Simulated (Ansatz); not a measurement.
An Ansatz (an electronic-structure program) run. Input:

Ansatz 0.2 input:
```yaml
crystal:
  lattice:
    - [1.5881211713, 0.9169021858, 6.2237785303]
    - [-1.5881211713, 0.9169021858, 6.2237785303]
    - [0.0, -1.8338043716, 6.2237785303]
  atoms:
    - { symbol: Mo, position: [0.9997710922, 0.9997710922, 0.9997710922] }
    - { symbol: S, position: [0.4162583036, 0.4162583036, 0.4162583036] }
    - { symbol: S, position: [0.2499906042, 0.2499906042, 0.2499906042] }
kpoints:
  mp_grid: { grid: [9, 9, 9] }
hamiltonian:
  xc: r2scan
  dispersion: d4
  pseudopotentials: { azcp: { folder: ./paw }, kind: paw }
scf:
  occupations: { method: fixed }
output:
  optics: { e_range: [0.0, 15.0], de: 0.05, sigma: 0.1, bands: { spectra_wanted_up_to: 12 eV } }
```

Output (shortened):

```
basis.fft_grid_basis auto: the FFT boxes are laid along the combinations [[1, 0, -1], [0, 1, -1], [0, 0, 1]] of the cell's own vectors, 3.176, 3.176 and 6.488 …
output.optics: the spectra are integrated over the Brillouin zone by k·p interpolation around the k-points, where levels, occupations, output.optics.sigma and …
Pseudopotential: Mo, paw, valence charge 14
Pseudopotential: S, paw, valence charge 6
Functional definition: r2SCAN
Crystal: 3 atoms, lattice volume = 54.377 Å³
Basis set: ecut = 500 eV, 1379 PW (Γ), FFT grids on a1−a3, a2−a3, a3, exchange–correlation on 96×96×192 points (64 copies of the dense FFT grid, shifted against one another)
Bands: 17, of which v1, the nominal top of the filled ones, is band 13 counted from 1 (12 counted from 0)
Symmetry: 6 space group operations
Space group: R3m (ITA 160), of the structure as read, at distance tolerance 3.8e-5 Å
k-points: 85 of 729 (time reversal used)
SCF iter   1: F=—  HF=-6783.181778 eV  |F-HF|=—  |Δ(HF+E_count)|=         —  Δρ=6.24e-2  dr2=2.60e0  dr2_τ=1.38e-1  ethr=3.10e-3  ⟨swp⟩=4.9  Hψ=7037  notcnv=0  defer=144
preconditioner: auto → none
SCF iter   2: F=—  HF=-6782.881555 eV  |F-HF|=—  |Δ(HF+E_count)|=   3.00e-1  Δρ=4.13e-2  dr2=1.96e0  dr2_τ=2.61e-1  ethr=3.10e-3  ⟨swp⟩=3.0  Hψ=3757  notcnv=0  defer=149
SCF iter   3: F=—  HF=-6782.801328 eV  |F-HF|=—  |Δ(HF+E_count)|=   8.02e-2  Δρ=3.09e-2  dr2=1.27e0  dr2_τ=5.52e-2  ethr=3.10e-3  ⟨swp⟩=3.9  Hψ=3552  notcnv=0  defer=131
SCF iter   4: F=—  HF=-6782.653570 eV  |F-HF|=—  |Δ(HF+E_count)|=   1.48e-1  Δρ=1.53e-2  dr2=2.09e-1  dr2_τ=1.80e-3  ethr=3.10e-3  ⟨swp⟩=2.0  Hψ=2221  notcnv=0  defer=159
SCF iter   5: F=—  HF=-6782.635588 eV  |F-HF|=—  |Δ(HF+E_count)|=   1.80e-2  Δρ=2.84e-3  dr2=6.64e-3  dr2_τ=1.91e-4  ethr=8.03e-4  ⟨swp⟩=2.3  Hψ=1881  notcnv=0  defer=163
SCF iter   6: F=—  HF=-6782.635569 eV  |F-HF|=—  |Δ(HF+E_count)|=   1.97e-5  Δρ=5.01e-4  dr2=1.05e-4  dr2_τ=1.02e-5  ethr=2.55e-5  ⟨swp⟩=2.5  Hψ=2292  notcnv=0  defer=170
SCF iter   7: F=—  HF=-6782.635672 eV  |F-HF|=—  |Δ(HF+E_count)|=   1.04e-4  Δρ=3.74e-4  dr2=2.89e-4  dr2_τ=7.85e-6  ethr=4.04e-7  ⟨swp⟩=3.0  Hψ=2970  notcnv=0  defer=170
SCF iter   8: F=—  HF=-6782.635620 eV  |F-HF|=—  |Δ(HF+E_count)|=   5.21e-5  Δρ=7.97e-5  dr2=7.45e-6  dr2_τ=3.38e-7  ethr=4.04e-7  ⟨swp⟩=2.0  Hψ=2090  notcnv=0  defer=120
SCF iter  12: F=-6782.635621 eV  HF=-6782.635621 eV  |F-HF|=2.73e-12  |Δ(HF+E_count)|=  3.00e-11  Δρ=9.56e-8  dr2=6.32e-12  dr2_τ=4.49e-13  ethr=1.00e-12  ⟨swp⟩=4.0  Hψ=7141  notcnv=0
SCF 1 converged in 12 iterations: F = -6782.635621 eV  dr2 = 6.32e-12
NSCF: frozen V_eff on 85 k-points
Optics k sum: 0 of 85 k-points
Optics k sum: 5 of 85 k-points
Optics k sum: 9 of 85 k-points
Optics k sum: 13 of 85 k-points
Optics k sum: 17 of 85 k-points
Optics k sum: 22 of 85 k-points
Optics k sum: 26 of 85 k-points
Optics k sum: 30 of 85 k-points
Optics k sum: 34 of 85 k-points
Optics k sum: 39 of 85 k-points
Optics k sum: 43 of 85 k-points
Optics k sum: 47 of 85 k-points
Optics k sum: 51 of 85 k-points
Optics k sum: 56 of 85 k-points
Optics k sum: 60 of 85 k-points
Optics k sum: 64 of 85 k-points
Optics k sum: 68 of 85 k-points
Optics k sum: 73 of 85 k-points
Optics k sum: 77 of 85 k-points
Optics k sum: 81 of 85 k-points
Optics k sum: 85 of 85 k-points
Optics k sum: 0 of 85 k-points
Optics k sum: 5 of 85 k-points
Optics k sum: 9 of 85 k-points
Optics k sum: 13 of 85 k-points
Optics k sum: 17 of 85 k-points
Optics k sum: 22 of 85 k-points
Optics k sum: 26 of 85 k-points
Optics k sum: 30 of 85 k-points
Optics k sum: 34 of 85 k-points
Optics k sum: 39 of 85 k-points
Optics k sum: 43 of 85 k-points
Optics k sum: 47 of 85 k-points
Optics k sum: 51 of 85 k-points
Optics k sum: 56 of 85 k-points
Optics k sum: 60 of 85 k-points
Optics k sum: 64 of 85 k-points
Optics k sum: 68 of 85 k-points
Optics k sum: 73 of 85 k-points
Optics k sum: 77 of 85 k-points
Optics k sum: 81 of 85 k-points
Optics k sum: 85 of 85 k-points
NSCF: frozen V_eff on 1 k-points
NSCF: frozen V_eff on 1 k-points
NSCF: frozen V_eff on 1 k-points
NSCF: frozen V_eff on 1 k-points
NSCF: frozen V_eff on 1 k-points
NSCF: frozen V_eff on 1 k-points
output.optics: what the bands over the 31 summed would add to eps1, eps2 and the energy-loss function is held between a lower and an upper bound (8 Lanczos …
SCF converged after 12 iterations
Free energy (F): -6782.635621 eV
Harris-Foulkes:  -6782.635621 eV  (|F-HF|=2.73e-12)
Internal energy: -6782.635621 eV  (E = F + TS)
E sigma→0 (E₀):  -6782.635621 eV
Fermi energy:    10.558088 eV
--- Per-component energies (eV) ---
  E_band       = -182.008822
  E_kinetic    = 633.166533
  E_local      = -2014.330827  (includes V_loc(G=0)·N_el)
  E_nonlocal   = 215.993303
  E_hartree    = 781.746768
  E_xc         = -339.464982
  E_vxc        = -424.289280  (∫ρ·V_xc dr)
  E_paw        = -4462.076667  (= ΣΔE_a)
  E_vpaw       = -180.801417  (= ΣTr[D̂ρ^β])
  E_aug_tail   = 0.000022  (compensation charges beyond the density's cutoff)
  E_vtau       = 24.759390  (kinetic-family band-sum trace: ∫τ·v_τ [+ j·A + Jᵃ·Aᵃ] dr)
  E_ewald      = -1596.768970
  E_disp       = -0.460067  (pairwise vdW)
  E_core_change = -0.440734  (= ΣΔE_core)
  E_smearing   =  0.000000  (= −TS)
  E_closure    = 0.000000  (closes the sum)
  Σ components = -6782.635621   (vs F -6782.635621, Δ=0.00e0)
  [band-id]    e_kinetic+e_local+e_nonlocal+2·e_hartree+e_vxc+e_vpaw+e_augmentation_tail+e_vtau = -182.008740   (vs E_band -182.008822, Δ=8.17e-5)
--- Band table (eV; the first three rows and the last of 85) ---
  k-point 0: bands = ["-52.9765", "-26.3742", "-26.1547", "-26.1547", "-5.1021", "-3.3869", "3.4623", "7.0405", "7.0405", "8.1788", "8.1788", "9.1831", "9.4443", "12.7527", "12.7527", "13.1188", "13.1188"]
  k-point 1: bands = ["-52.9716", "-26.3643", "-26.2036", "-26.1658", "-4.9085", "-3.3269", "3.6847", "6.6496", "7.2383", "7.5411", "7.8877", "9.2806", "9.5258", "12.5672", "12.7066", "12.9118", "13.0706"]
  k-point 2: bands = ["-52.9590", "-26.3391", "-26.3259", "-26.1936", "-4.3809", "-3.1638", "4.1583", "5.8999", "6.5332", "7.2921", "7.7585", "8.9795", "9.1889", "11.9657", "12.5306", "13.1548", "13.6421"]
  k-point 84: bands = ["-52.9716", "-26.3643", "-26.2036", "-26.1658", "-4.6864", "-3.6842", "4.6181", "6.6207", "6.6354", "7.2206", "7.9177", "8.3634", "10.2234", "12.6394", "12.7884", "12.8405", "13.1666"]
```

Cost: very roughly 3.0 core-minutes on shared cores.

The r²SCAN+D4 relaxation kept the symmetry of its start. No spin polarisation was allowed. Spin–orbit coupling is left out wherever it is not named.

Potentials: the earlier of the program's two PAW sets.

Ansatz is a plane-wave DFT program.
